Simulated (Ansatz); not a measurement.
CaO: excitons and shallow donors from band masses and screening

These are results of DFT r2SCAN, scalar-relativistic, plane waves, PAW in Ansatz, not measurements.

Cutoff 500 eV; k points 8×8×8 on the computed 2-atom cell (Γ-centred); Gaussian smearing, width 0.02 eV; no spin polarisation.

Relaxed cell: Fm-3m, a = 4.795 Å, b = 4.795 Å, c = 4.795 Å, α = 90.00°, β = 90.00°, γ = 90.00°, 2 atoms in the primitive cell.

The calculation gives a Kohn–Sham gap of 4.20 eV, an electron mass of 0.565 mₑ and a hole mass of 0.878 mₑ (harmonic means over x, y, z and over the bands degenerate at each edge), and ε∞ = 3.56 (independent particles, mean of the diagonal). The masses depend on direction at the band edges, which the isotropic model averages.

Estimate the binding energy and radius of a Wannier–Mott exciton and of a shallow donor, and say whether the hydrogenic model can hold.

The reduced mass is μ = mₙmₕ/(mₙ + mₕ) = 0.344 mₑ, with mₙ and mₕ the band masses. With E_b = 13.606 eV × μ/ε² and a = 0.529 Å × ε/μ (μ in mₑ) the exciton has E_b = 368 meV and a = 5.5 Å. For a donor μ is the electron mass: 605 meV and 3.3 Å. The radius isn't large against the shortest lattice vector (3.39 Å), so the continuum picture is doubtful and the numbers are only a scale. In a polar crystal the ions screen too, so a state bound more weakly than an optical phonon feels the larger static constant, which lowers the energy and widens the orbit. The other way, the small Kohn–Sham gap and the missing local fields make ε∞ too large and the masses tend to be too light, which underbinds. The edges lie at different points of the zone, so the exciton is indirect.

Cost: 4 runs of about 1.2 core-minutes in all, on Intel Xeon Processor @ 2.50GHz (Skylake/Cascade Lake) (shared hosts).